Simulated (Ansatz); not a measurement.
An ordered 4-atom cell of Mg₂SO on the rocksalt lattice (R-3m), relaxed with r2SCAN in Ansatz 0.2.0. It is trigonal, R-3m (No. 166); a = 3.340 Å, c = 16.492 Å in the conventional setting, 13.28 Å³ an atom. O has 6 Mg at 2.26 Å; S has 6 Mg at 2.48 Å; Mg has 3 O at 2.26 Å and 3 S at 2.48 Å.

The axes x, y and z are those of this cell:
```yaml
crystal:
  lattice:
    - [1.66996, 0.96415, 5.49749]
    - [-1.66996, 0.96415, 5.49749]
    - [0.00000, -1.92831, 5.49749]
  atoms:
    - { symbol: O, position: [0.00000, 0.00000, 0.00000] }
    - { symbol: S, position: [0.50000, 0.50000, 0.50000] }
    - { symbol: Mg, position: [0.26166, 0.26166, 0.26166] }
    - { symbol: Mg, position: [0.73834, 0.73834, 0.73834] }
```

Unstrained: With PBE the gap is 1.000 eV and direct, at Γ. r2SCAN gives a direct gap of 1.633 eV at Γ. HSE06 gives a direct gap of 2.047 eV at Γ. Meshes: PBE 10×10×10, r2SCAN 10×10×10, HSE06 6×6×6. Strains are changes of length per length. After each strain the atoms were relaxed again with r2SCAN in this cell and within any symmetry left, so distortions that break it or need a larger cell weren't tested; points keep the names that they have in the unstrained zone. Simulation only: spin-unpolarised, and no claim that this is the phase found in nature.

**Question.** For epitaxial -3.5 % in the xy plane, how far does the free direction move, and what happens to the gap?

**Answer.** The normal strain at zero normal stress is +1.52 %, 0.43 of the in-plane strain with the sign turned. PBE: the gap goes from 1.000 to 0.668 eV (-0.331 eV). r2SCAN: the gap goes from 1.633 to 1.279 eV (-0.353 eV). HSE06: the gap goes from 2.047 to 1.716 eV (-0.331 eV).

**Question.** Estimate what isotropic -4.62 % on every length does to the gap.

**Answer.** PBE: the gap goes from 1.000 to 1.233 eV (+0.234 eV). r2SCAN: the gap goes from 1.633 to 1.857 eV (+0.224 eV). HSE06: the gap goes from 2.047 to 2.317 eV (+0.270 eV). The r2SCAN energy rises by 97.8 meV an atom.
